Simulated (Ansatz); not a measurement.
Geometry optimisation in Ansatz: input, command and trajectory.

```yaml
crystal:
  lattice:
    - [16.5660160397, 0.0, 0.0]
    - [0.0, 3.3506557096, 0.0]
    - [0.0, 0.0, 7.8366448893]
  atoms:
    - { symbol: Nb, position: [0.7734769108, 0.25, 0.3264454876] }
    - { symbol: Nb, position: [0.2265230892, 0.75, 0.6735545124] }
    - { symbol: Nb, position: [0.7265230892, 0.75, 0.8264454876] }
    - { symbol: Nb, position: [0.2734769108, 0.25, 0.1735545124] }
    - { symbol: Nb, position: [0.5951021782, 0.25, 0.3352272259] }
    - { symbol: Nb, position: [0.4048978218, 0.75, 0.6647727741] }
    - { symbol: Nb, position: [0.9048978218, 0.75, 0.8352272259] }
    - { symbol: Nb, position: [0.0951021782, 0.25, 0.1647727741] }
    - { symbol: P, position: [0.6851317686, 0.75, 0.1531402957] }
    - { symbol: P, position: [0.3148682314, 0.25, 0.8468597043] }
    - { symbol: P, position: [0.8148682314, 0.25, 0.6531402957] }
    - { symbol: P, position: [0.1851317686, 0.75, 0.3468597043] }
    - { symbol: P, position: [0.8151513041, 0.25, 0.0026173051] }
    - { symbol: P, position: [0.1848486959, 0.75, 0.9973826949] }
    - { symbol: P, position: [0.6848486959, 0.75, 0.5026173051] }
    - { symbol: P, position: [0.3151513041, 0.25, 0.4973826949] }
    - { symbol: P, position: [0.0402273913, 0.25, 0.462583231] }
    - { symbol: P, position: [0.9597726087, 0.75, 0.537416769] }
    - { symbol: P, position: [0.4597726087, 0.75, 0.962583231] }
    - { symbol: P, position: [0.5402273913, 0.25, 0.037416769] }
    - { symbol: P, position: [0.3845263166, 0.75, 0.1843806663] }
    - { symbol: P, position: [0.6154736834, 0.25, 0.8156193337] }
    - { symbol: P, position: [0.1154736834, 0.25, 0.6843806663] }
    - { symbol: P, position: [0.8845263166, 0.75, 0.3156193337] }
    - { symbol: P, position: [0.9778384902, 0.75, 0.1202540652] }
    - { symbol: P, position: [0.0221615098, 0.25, 0.8797459348] }
    - { symbol: P, position: [0.5221615098, 0.25, 0.6202540652] }
    - { symbol: P, position: [0.4778384902, 0.75, 0.3797459348] }
basis:
  ecutwfc: 500
kpoints:
  mp_grid: { grid: [2, 10, 6] }
hamiltonian:
  xc: r2scan
scf:
  occupations: { method: gaussian, width: 0.1 }
output:
  forces: true
  stress: true
  eigenvalues: true
relax:
  adjacent_minimum: "off"
  f_tol: 0.01
  max_steps: 30
  cell: { stress_tol: 0.1, fix: [volume] }
```

```bash
ansatz run input.yaml --threads 4 --pin off --max-ram 10240MiB --backend cpu --events-out ev --progress --plain --runs-dir out
```

Level of theory: DFT r2SCAN, scalar-relativistic, plane waves, PAW (Ansatz).

The volume is held at 0.97 times that of the relaxed cell.

Of 6 frames 5 are shown, positions in Å and forces in eV/Å; the SCF threshold varies from step to step. Steps run on the plane waves of an earlier cell, with a Pulay correction in the pressure. The basis is chosen afresh for the last frame, the zero of the energies, and at times for earlier ones too; energy and pressure can step there, also at an unchanged geometry. Where two frames share a geometry here, they differ by under 2 meV/atom and 0.3 GPa. The mark taken_back stands on steps that the optimiser undid.

```xyz
28
Lattice="16.5660 0.0000 0.0000 0.0000 3.3507 0.0000 0.0000 0.0000 7.8366" Properties=species:S:1:pos:R:3:forces:R:3 pbc="T T T" step=1 free_energy_over_end_meV_per_atom=0.67 pressure_GPa=5.16
Nb   12.8134    0.8377    2.5582    0.0470    0.0000    0.0233
Nb    3.7526    2.5130    5.2784   -0.0470    0.0000   -0.0233
Nb   12.0356    2.5130    6.4766   -0.0470    0.0000    0.0233
Nb    4.5304    0.8377    1.3601    0.0470    0.0000   -0.0233
Nb    9.8585    0.8377    2.6271   -0.0341    0.0000   -0.0718
Nb    6.7075    2.5130    5.2096    0.0341    0.0000    0.0718
Nb   14.9906    2.5130    6.5454    0.0341    0.0000   -0.0718
Nb    1.5755    0.8377    1.2913   -0.0341    0.0000    0.0718
P    11.3499    2.5130    1.2001   -0.0537    0.0000   -0.1590
P     5.2161    0.8377    6.6365    0.0537    0.0000    0.1590
P    13.4991    0.8377    5.1184    0.0537    0.0000   -0.1590
P     3.0669    2.5130    2.7182   -0.0537    0.0000    0.1590
P    13.5038    0.8377    0.0205    0.0256    0.0000    0.1693
P     3.0622    2.5130    7.8161   -0.0256    0.0000   -0.1693
P    11.3452    2.5130    3.9388   -0.0256    0.0000    0.1693
P     5.2208    0.8377    3.8978    0.0256    0.0000   -0.1693
P     0.6664    0.8377    3.6251    0.0211    0.0000   -0.1591
P    15.8996    2.5130    4.2115   -0.0211    0.0000    0.1591
P     7.6166    2.5130    7.5434   -0.0211    0.0000   -0.1591
P     8.9494    0.8377    0.2932    0.0211    0.0000    0.1591
P     6.3701    2.5130    1.4449   -0.0321    0.0000    0.0797
P    10.1959    0.8377    6.3917    0.0321    0.0000   -0.0797
P     1.9129    0.8377    5.3632    0.0321    0.0000    0.0797
P    14.6531    2.5130    2.4734   -0.0321    0.0000   -0.0797
P    16.1989    2.5130    0.9424    0.0299    0.0000   -0.0206
P     0.3671    0.8377    6.8943   -0.0299    0.0000    0.0206
P     8.6501    0.8377    4.8607   -0.0299    0.0000   -0.0206
P     7.9159    2.5130    2.9759    0.0299    0.0000    0.0206
28
Lattice="16.7023 0.0000 0.0000 0.0000 3.3163 0.0000 0.0000 0.0000 7.8533" Properties=species:S:1:pos:R:3:forces:R:3 pbc="T T T" step=2 free_energy_over_end_meV_per_atom=0.76 pressure_GPa=4.43 taken_back
Nb   12.9183    0.8291    2.5673    0.0728    0.0000   -0.0272
Nb    3.7839    2.4872    5.2861   -0.0728    0.0000    0.0272
Nb   12.1350    2.4872    6.4939   -0.0728    0.0000   -0.0272
Nb    4.5672    0.8291    1.3594    0.0728    0.0000    0.0272
Nb    9.9338    0.8291    2.6299    0.0744    0.0000    0.0567
Nb    6.7685    2.4872    5.2234   -0.0744    0.0000   -0.0567
Nb   15.1196    2.4872    6.5566   -0.0744    0.0000    0.0567
Nb    1.5826    0.8291    1.2967    0.0744    0.0000   -0.0567
P    11.4340    2.4872    1.1886    0.0515    0.0000    0.0324
P     5.2682    0.8291    6.6647   -0.0515    0.0000   -0.0324
P    13.6193    0.8291    5.1153   -0.0515    0.0000    0.0324
P     3.0829    2.4872    2.7380    0.0515    0.0000   -0.0324
P    13.6240    0.8291    0.0388   -0.0145    0.0000   -0.0424
P     3.0783    2.4872    7.8145    0.0145    0.0000    0.0424
P    11.4294    2.4872    3.9654    0.0145    0.0000   -0.0424
P     5.2728    0.8291    3.8879   -0.0145    0.0000    0.0424
P     0.6761    0.8291    3.6287   -0.0755    0.0000    0.0004
P    16.0262    2.4872    4.2246    0.0755    0.0000   -0.0004
P     7.6750    2.4872    7.5553    0.0755    0.0000    0.0004
P     9.0272    0.8291    0.2980   -0.0755    0.0000   -0.0004
P     6.4293    2.4872    1.4486   -0.1513    0.0000    0.0109
P    10.2730    0.8291    6.4048    0.1513    0.0000   -0.0109
P     1.9219    0.8291    5.3752    0.1513    0.0000    0.0109
P    14.7804    2.4872    2.4781   -0.1513    0.0000   -0.0109
P    16.3275    2.4872    0.9447    0.0951    0.0000   -0.0350
P     0.3747    0.8291    6.9086   -0.0951    0.0000    0.0350
P     8.7259    0.8291    4.8713   -0.0951    0.0000   -0.0350
P     7.9764    2.4872    2.9820    0.0951    0.0000    0.0350
28
Lattice="16.6146 0.0000 0.0000 0.0000 3.3360 0.0000 0.0000 0.0000 7.8481" Properties=species:S:1:pos:R:3:forces:R:3 pbc="T T T" step=3 free_energy_over_end_meV_per_atom=0.02 pressure_GPa=4.74
Nb   12.8515    0.8340    2.5624    0.0301    0.0000   -0.0017
Nb    3.7631    2.5020    5.2858   -0.0301    0.0000    0.0017
Nb   12.0704    2.5020    6.4864   -0.0301    0.0000   -0.0017
Nb    4.5442    0.8340    1.3617    0.0301    0.0000    0.0017
Nb    9.8868    0.8340    2.6292   -0.0066    0.0000   -0.0016
Nb    6.7278    2.5020    5.2190    0.0066    0.0000    0.0016
Nb   15.0351    2.5020    6.5532    0.0066    0.0000   -0.0016
Nb    1.5795    0.8340    1.2949   -0.0066    0.0000    0.0016
P    11.3788    2.5020    1.1897   -0.0009    0.0000   -0.0151
P     5.2358    0.8340    6.6584    0.0009    0.0000    0.0151
P    13.5431    0.8340    5.1138    0.0009    0.0000   -0.0151
P     3.0715    2.5020    2.7344   -0.0009    0.0000    0.0151
P    13.5476    0.8340    0.0325    0.0042    0.0000    0.0164
P     3.0670    2.5020    7.8157   -0.0042    0.0000   -0.0164
P    11.3743    2.5020    3.9566   -0.0042    0.0000    0.0164
P     5.2403    0.8340    3.8916    0.0042    0.0000   -0.0164
P     0.6706    0.8340    3.6270   -0.0148    0.0000   -0.0326
P    15.9440    2.5020    4.2211    0.0148    0.0000    0.0326
P     7.6367    2.5020    7.5511    0.0148    0.0000   -0.0326
P     8.9779    0.8340    0.2970   -0.0148    0.0000    0.0326
P     6.3910    2.5020    1.4498   -0.0425    0.0000    0.0150
P    10.2236    0.8340    6.3983    0.0425    0.0000   -0.0150
P     1.9163    0.8340    5.3739    0.0425    0.0000    0.0150
P    14.6983    2.5020    2.4743   -0.0425    0.0000   -0.0150
P    16.2469    2.5020    0.9422    0.0380    0.0000   -0.0176
P     0.3677    0.8340    6.9060   -0.0380    0.0000    0.0176
P     8.6750    0.8340    4.8662   -0.0380    0.0000   -0.0176
P     7.9396    2.5020    2.9819    0.0380    0.0000    0.0176
28
Lattice="16.6181 0.0000 0.0000 0.0000 3.3364 0.0000 0.0000 0.0000 7.8454" Properties=species:S:1:pos:R:3:forces:R:3 pbc="T T T" step=4 free_energy_over_end_meV_per_atom=0.02 pressure_GPa=4.72 taken_back
Nb   12.8571    0.8341    2.5583    0.0038    0.0000    0.0068
Nb    3.7610    2.5023    5.2871   -0.0038    0.0000   -0.0068
Nb   12.0701    2.5023    6.4810   -0.0038    0.0000    0.0068
Nb    4.5480    0.8341    1.3644    0.0038    0.0000   -0.0068
Nb    9.8908    0.8341    2.6269    0.0099    0.0000   -0.0028
Nb    6.7273    2.5023    5.2184   -0.0099    0.0000    0.0028
Nb   15.0364    2.5023    6.5496   -0.0099    0.0000   -0.0028
Nb    1.5818    0.8341    1.2958    0.0099    0.0000    0.0028
P    11.3818    2.5023    1.1869    0.0044    0.0000   -0.0148
P     5.2363    0.8341    6.6584   -0.0044    0.0000    0.0148
P    13.5454    0.8341    5.1096   -0.0044    0.0000   -0.0148
P     3.0727    2.5023    2.7358    0.0044    0.0000    0.0148
P    13.5499    0.8341    0.0303   -0.0002    0.0000    0.0100
P     3.0683    2.5023    7.8151    0.0002    0.0000   -0.0100
P    11.3773    2.5023    3.9530    0.0002    0.0000    0.0100
P     5.2408    0.8341    3.8924   -0.0002    0.0000   -0.0100
P     0.6711    0.8341    3.6265   -0.0137    0.0000   -0.0104
P    15.9471    2.5023    4.2188    0.0137    0.0000    0.0104
P     7.6380    2.5023    7.5492    0.0137    0.0000   -0.0104
P     8.9801    0.8341    0.2962   -0.0137    0.0000    0.0104
P     6.3946    2.5023    1.4540   -0.0298    0.0000    0.0040
P    10.2236    0.8341    6.3914    0.0298    0.0000   -0.0040
P     1.9145    0.8341    5.3766    0.0298    0.0000    0.0040
P    14.7036    2.5023    2.4687   -0.0298    0.0000   -0.0040
P    16.2566    2.5023    0.9365   -0.0180    0.0000    0.0291
P     0.3616    0.8341    6.9089    0.0180    0.0000   -0.0291
P     8.6707    0.8341    4.8592    0.0180    0.0000    0.0291
P     7.9475    2.5023    2.9862   -0.0180    0.0000   -0.0291
28
Lattice="16.6121 0.0000 0.0000 0.0000 3.3361 0.0000 0.0000 0.0000 7.8490" Properties=species:S:1:pos:R:3:forces:R:3 pbc="T T T" step=6 free_energy_over_end_meV_per_atom=0.00 pressure_GPa=4.70
Nb   12.8510    0.8340    2.5620    0.0044    0.0000   -0.0007
Nb    3.7611    2.5021    5.2870   -0.0044    0.0000    0.0007
Nb   12.0671    2.5021    6.4865   -0.0044    0.0000   -0.0007
Nb    4.5449    0.8340    1.3625    0.0044    0.0000    0.0007
Nb    9.8861    0.8340    2.6292   -0.0006    0.0000    0.0002
Nb    6.7260    2.5021    5.2197    0.0006    0.0000   -0.0002
Nb   15.0320    2.5021    6.5537    0.0006    0.0000    0.0002
Nb    1.5801    0.8340    1.2952   -0.0006    0.0000   -0.0002
P    11.3774    2.5021    1.1881    0.0005    0.0000   -0.0005
P     5.2346    0.8340    6.6609   -0.0005    0.0000    0.0005
P    13.5406    0.8340    5.1125   -0.0005    0.0000   -0.0005
P     3.0714    2.5021    2.7364    0.0005    0.0000    0.0005
P    13.5460    0.8340    0.0335   -0.0010    0.0000    0.0005
P     3.0661    2.5021    7.8155    0.0010    0.0000   -0.0005
P    11.3721    2.5021    3.9579    0.0010    0.0000    0.0005
P     5.2400    0.8340    3.8910   -0.0010    0.0000   -0.0005
P     0.6699    0.8340    3.6267    0.0051    0.0000   -0.0013
P    15.9422    2.5021    4.2223   -0.0051    0.0000    0.0013
P     7.6361    2.5021    7.5512   -0.0051    0.0000   -0.0013
P     8.9759    0.8340    0.2978    0.0051    0.0000    0.0013
P     6.3897    2.5021    1.4516   -0.0053    0.0000   -0.0010
P    10.2223    0.8340    6.3974    0.0053    0.0000    0.0010
P     1.9163    0.8340    5.3761    0.0053    0.0000   -0.0010
P    14.6958    2.5021    2.4729   -0.0053    0.0000    0.0010
P    16.2476    2.5021    0.9405    0.0006    0.0000   -0.0003
P     0.3644    0.8340    6.9085   -0.0006    0.0000    0.0003
P     8.6705    0.8340    4.8650   -0.0006    0.0000   -0.0003
P     7.9416    2.5021    2.9840    0.0006    0.0000    0.0003
```

Time: 7.2 min on 4 threads of Oxide Virtual Turin-like Processor (Zen 5) (shared host), peak memory 4.2 GiB.